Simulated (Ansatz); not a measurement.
Ge2Pt (MoSi2 or CaC2 type, I4/mmm) at seven volumes, PBE (plane waves, PAW; program Ansatz), shape and atoms relaxed at each. One row is withheld.

```
V (Å³/atom)  P (GPa)
-----------  -------
16.005         12.71
16.533             ?
17.061          3.50
17.588          0.00
18.116         -2.92
18.643         -5.32
19.171         -7.27
```

Q: Fit the shown pressures and predict the withheld one.

A: P = (3/2)B₀(x^(7/2) − x^(5/2))[1 + (3/4)(B′ − 4)(x − 1)] with x = (V₀/V)^(2/3). Least squares on the six rows gives V₀ = 17.588 Å³/atom, B₀ = 106 GPa, B′ = 5.17. At V = 16.533, x = 1.0421 and P = 7.70 GPa. The run itself gave 7.68 GPa.

A made-up cell: these elements were put on the sites of a structure type; neither database checked (COD, Materials Project) lists it. COD files the formula under space group No. 58, so this cell is another polymorph or a model. Its standing as an ambient phase is unchecked. The PBE relaxation kept the symmetry of its start; its stability against distortions is not shown here. The run is not spin-polarised. Spin–orbit coupling is left out wherever it is not named.

Potentials: the later of the program's two PAW sets.
